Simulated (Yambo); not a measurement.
BN (rhombohedral, space group R3m, No. 160): a test of whether the lowest BSE state is resolved, against the k mesh (Yambo, LDA bands; otherwise 3 valence and 3 conduction bands, static screening with 10 bands and a 4 Ry block, scissor 1.77 eV, Tamm-Dancoff).

```tsv
k mesh	direct gap (eV)	lowest state (eV)	difference (eV)	k points taking part	rough cost
4×4×4	7.09	5.76	1.33	12	about 1/30
6×6×6	6.36	5.21	1.14	15	about 1/10
8×8×8	6.61	5.42	1.18	66	about 1/4
10×10×10	6.55	5.47	1.08	120	1
```

The last step moves the difference by 0.10 eV. Even the densest mesh doesn't resolve the state: none of these energies is a result, and the difference is no binding energy.

The meshes don't all hold the same k points, as the direct gap shows, so the steps mix sampling with density. These are vertical excitations (zero momentum); the indirect quasiparticle gap, about 5.81 eV, is smaller than the direct one (6.36 eV on the GW mesh). The scissor comes from a G0W0 run whose convergence isn't established; costs are rough.

Geometry of the Materials Project entry, not relaxed at this level; primitive cell a = 3.6693 Å, b = 3.6693 Å, c = 3.6693 Å, α = 39.87°, β = 39.87°, γ = 39.87°.

This is not the ordinary phase of the substance; no match was found in the copy of COD used, and its stability was not checked.

The distance between layers or molecules is the database entry's, not relaxed here. Functionals without dispersion can leave it too large, which widens gaps and weakens the response across layers: the numbers belong to this cell.
